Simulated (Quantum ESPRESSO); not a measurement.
## ZrS2 (changed cell): field gradients at the nuclei

```yaml
crystal:
  lattice:
    - [3.69138, 0.00000, 0.00000]
    - [-1.84569, 3.19683, 0.00000]
    - [0.00000, 0.00000, 6.04108]
  atoms:
    - { symbol: Zr, position: [0.00000, 0.00000, 0.00000] }
    - { symbol: S, position: [0.66667, 0.33333, 0.75547] }
    - { symbol: S, position: [0.33333, 0.66667, 0.24453] }
```
The cell was made here from a computed Materials Project entry: S2 and its equivalents moved by 0.04 Å along (0.00, 0.00, -1.00), space group kept. The parent is ZrS2 in P-3m1; whether this form has been observed was not checked. Stability against distortions was not tested. The layers lie 3.1 Å apart; this gap hangs on dispersion, and neither it nor the stacking was checked against the measured crystal. The run has no spin polarisation.

Principal values are ordered |Vxx| ≤ |Vyy| ≤ |Vzz|, η = (Vxx − Vyy)/Vzz, and C_Q = eQVzz/h is given by its size. Cores are frozen. Zr had no test against all-electron runs. Static lattice: thermal averaging is not included.

Quadrupole moments taken as inputs (sizes, barn, from the tables of PySCF and pymatgen): ⁹¹Zr 0.176, ³³S 0.0678.

**Question.** What do the calculations give at each independent site (field gradients by PBE PAW (JTH datasets; density from pw.x of a modified build of Quantum ESPRESSO, gradients reconstructed from it by a script), 20 Ha, k-mesh 7×7×4 through Γ)?

**Answer.** 
```tsv
site	site symmetry	Vzz (10²¹ V/m²)	η_Q	∣C_Q∣ (MHz)
Zr (atom 1)	-3m	-0.97	0.00	4.12 (⁹¹Zr)
S (atoms 2, 3)	3m	under 0.2	–	under 0.32 (³³S)
```
